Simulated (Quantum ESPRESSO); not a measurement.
## Band energies of Ca2Ge at -0.7 % isotropic strain

```xyz
3
Lattice="0.0000 3.5313 3.5313 3.5313 0.0000 3.5313 3.5313 3.5313 0.0000" Properties=species:S:1:pos:R:3 pbc="T T T"
Ca     5.2969     5.2969     5.2969
Ca     1.7656     1.7656     1.7656
Ge     7.0625     7.0625     7.0625
```

PBEsol (pw.x of Quantum ESPRESSO, ONCV potentials, no spin-orbit coupling); path ΓXWKΓLUWLK,UX; energies in eV from the valence-band maximum.

```csv
k (1/Å),point,band 13,band 14,band 15,band 16,band 17,band 18,band 19,band 20
0.00,Γ,-21.38,-7.39,-0.46,-0.46,-0.46,1.39,1.88,1.88
0.22,,-21.37,-7.28,-0.97,-0.39,-0.39,1.84,1.97,2.23
0.44,,-21.36,-7.01,-1.60,-0.23,-0.23,1.51,2.20,3.03
0.67,,-21.35,-6.72,-1.96,-0.07,-0.07,0.83,2.11,2.46
0.89,X,-21.34,-6.59,-2.04,0.00,0.00,0.47,1.78,2.59
1.22,,-21.34,-6.59,-1.59,-0.88,-0.31,1.02,2.48,2.71
1.33,W,-21.34,-6.59,-1.26,-1.26,-0.35,1.10,2.66,2.66
1.49,,-21.34,-6.60,-1.54,-1.01,-0.20,1.04,2.52,2.76
1.65,K,-21.34,-6.61,-1.64,-0.96,-0.01,0.94,2.45,2.79
1.75,,-21.34,-6.64,-1.36,-1.29,-0.03,1.18,2.70,2.95
1.96,,-21.35,-6.80,-1.63,-0.76,-0.11,1.73,2.48,3.07
2.28,,-21.37,-7.19,-1.23,-0.38,-0.33,1.98,1.99,2.75
2.49,,-21.37,-7.37,-0.61,-0.44,-0.44,1.61,1.89,1.90
2.59,Γ,-21.38,-7.39,-0.46,-0.46,-0.46,1.39,1.88,1.88
2.70,,-21.38,-7.37,-0.62,-0.44,-0.44,1.63,1.90,1.90
2.92,,-21.39,-7.17,-1.31,-0.32,-0.32,2.03,2.03,2.74
3.25,,-21.43,-6.81,-1.97,-0.11,-0.11,2.43,2.43,2.79
3.36,L,-21.44,-6.78,-2.02,-0.10,-0.10,2.49,2.49,2.76
3.47,,-21.42,-6.77,-1.99,-0.21,-0.09,2.22,2.53,2.88
3.69,,-21.36,-6.68,-1.72,-0.82,-0.05,1.43,2.74,2.83
3.91,U,-21.34,-6.61,-1.64,-0.96,-0.01,0.94,2.45,2.79
4.22,W,-21.34,-6.59,-1.26,-1.26,-0.35,1.10,2.66,2.66
4.40,,-21.35,-6.63,-1.48,-1.09,-0.19,1.21,2.69,2.79
4.58,,-21.38,-6.71,-1.80,-0.64,-0.09,1.64,2.63,3.09
4.76,,-21.43,-6.77,-2.00,-0.18,-0.09,2.29,2.51,2.85
4.85,L,-21.44,-6.78,-2.02,-0.10,-0.10,2.49,2.49,2.76
5.01,,-21.41,-6.75,-1.95,-0.32,-0.08,2.05,2.56,2.96
5.16,,-21.37,-6.69,-1.74,-0.78,-0.05,1.48,2.73,2.86
5.32,,-21.34,-6.63,-1.57,-1.05,-0.02,1.06,2.58,2.83
5.40,K,-21.34,-6.61,-1.64,-0.96,-0.01,0.94,2.45,2.79
5.40,U,-21.34,-6.61,-1.64,-0.96,-0.01,0.94,2.45,2.79
5.71,X,-21.34,-6.59,-2.04,0.00,0.00,0.47,1.78,2.59
```

The PBEsol gap is direct, 0.47 eV at X. Another valence extremum on the path lies within 0.02 eV, too close to call.

Spin-orbit splittings are left out.

Geometry strained from the cell relaxed with PBEsol, atoms relaxed again.

The structure is a Materials Project entry; no match was found in the copy of COD used, and its stability was not checked.
